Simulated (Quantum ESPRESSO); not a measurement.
One change at a time to GaMg2Ta3WZn

All numbers below are calculated, not measured. They come from Quantum ESPRESSO 7.5, a public plane-wave density functional program. Each row is one single-point run on a made-up periodic cell of eight metal atoms, with elements, volume, strain and displacements drawn at random and not relaxed, so a cell may be unstable or far from any real phase. There is no spin polarisation or spin-orbit coupling.

Settings: PBE unless stated; PseudoDojo standard norm-conserving files; Fermi-Dirac width 0.25 eV, which means electrons at about 2900 K; cutoff 1143 eV; 8 x 5 x 3 k mesh shifted half a step off Gamma. E is the free energy of the whole cell (internal energy minus TS), so a -TS column is already part of it. Stress is positive in tension, and the pressure P is minus a third of its trace.

Checks: one run of this series was repeated at a higher cutoff and on a denser mesh, which moved values by no more than 0.002 eV, 0.04 GPa and 0.006 eV/Å, and a second program with other atomic files agreed on it to 2 % rms in force and 0.5 GPa in pressure. Known limits: heavy elements are run without spin-orbit coupling, which real alloys of them have; a spin test at this wide smearing found no moment, but such smearing suppresses magnetism that the real alloy may have.

The lattice is face-centred cubic, and the cell vectors in Å are (0.026, 2.137, 2.149); (-4.240, 2.031, -2.095); (-4.386, -6.343, 6.327), a volume of 153.90 Å³ in run 1. The elements on sites 1 to 8 are Mg W Ta Ga Ta Ta Mg Zn. Each later run makes one change to run 1 and keeps the rest. E is counted from run 1, and is n/a where other atomic files have another zero of energy.

```
run,change,V (Å³),P (GPa),-TS (eV),rms force (eV/Å),largest change of a force component (eV/Å),E (eV)
1,none,153.90,-9.50,-1.267,0.767,0.000,0.000
2,sites 2 and 6 exchanged,153.90,-9.15,-1.325,0.788,0.475,0.311
3,all lengths scaled by -0.96 %,149.51,-6.74,-1.225,0.795,0.117,-0.223
4,LDA in place of PBE,153.90,-16.85,-1.292,0.760,0.198,n/a
5,Li on site 2,153.90,-6.65,-1.133,0.649,1.344,n/a
6,site 2 moved by -0.12 Å along x,153.90,-9.33,-1.278,0.832,0.580,?
```

## Worked estimate

Along the move dE = -F dx. The force on site 2 along x is 1.188 eV/Å in run 1 and 1.768 eV/Å in run 6, and the move is -0.12 Å, so the mean force times the move gives an estimate.

## Withheld value

Question: what E should run 6 give?

The estimate is 0.177 eV. The calculation gave 0.177 eV.
